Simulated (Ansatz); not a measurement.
NaCl:
```
NaCl
1.0
    3.44708     0.00000     0.00000
    0.00000     3.44708     0.00000
    0.00000     0.00000     3.44708
Na Cl
1 1
Direct
  0.00000   0.00000   0.00000
  0.50000   0.50000   0.50000
```

This is the PBEsol-relaxed structure.

Q: All from PBEsol (plane waves, PAW; program Ansatz), unless another level is named. Estimate the smallest direct gap on the standard path.

A: 4.54 eV.

Q: What about the hole effective mass?

A: 0.49, 4.2, 4.2 mₑ (principal values).

Q: Predict the band gap.

A: 4.00 eV (indirect).

Q: What about the valence-band maximum?

A: at M.

Space group Pm-3m (CsCl type). This is a known high-pressure phase of the composition, computed here at zero pressure and temperature. The PBEsol relaxation kept the symmetry of its start. At this level the phase is dynamically unstable (imaginary phonons).

Potentials: the earlier of the program's two PAW sets. The files were generated under PBE; for other functionals the program regenerates the frozen cores, and for LDA and PBEsol the local potential too.
